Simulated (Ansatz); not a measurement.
Li:
```
Li
1.0
   -1.73626     1.73626     1.73626
    1.73626    -1.73626     1.73626
    1.73626     1.73626    -1.73626
Li
1
Direct
  0.00000   0.00000   0.00000
```

Relaxed with r²SCAN+D4. Special points in fractions of this cell's reciprocal vectors: Γ (0.000, 0.000, 0.000); H (0.500, -0.500, 0.500); N (0.000, 0.000, 0.500); P (0.250, 0.250, 0.250).

Problem. List the band energies nearest the Fermi level at these points for r²SCAN+D4 in the plane-wave PAW code Ansatz.

Solution. In eV from the Fermi level; about four levels below and three above (degenerate sets whole), none deeper than 8.9 eV; … stands for higher levels left out; points with the same levels are listed once.

```csv
k,below,above
Γ,-3.87,…
H,–,5.99 5.99 5.99
N,–,0.31 3.37 11.24
P,–,3.62 3.62 3.62
```

Space group Im-3m (bcc (W type)). The r²SCAN+D4 relaxation kept the symmetry of its start. The pairwise dispersion correction was not fitted to metals.

Potentials: the later of the program's two PAW sets.
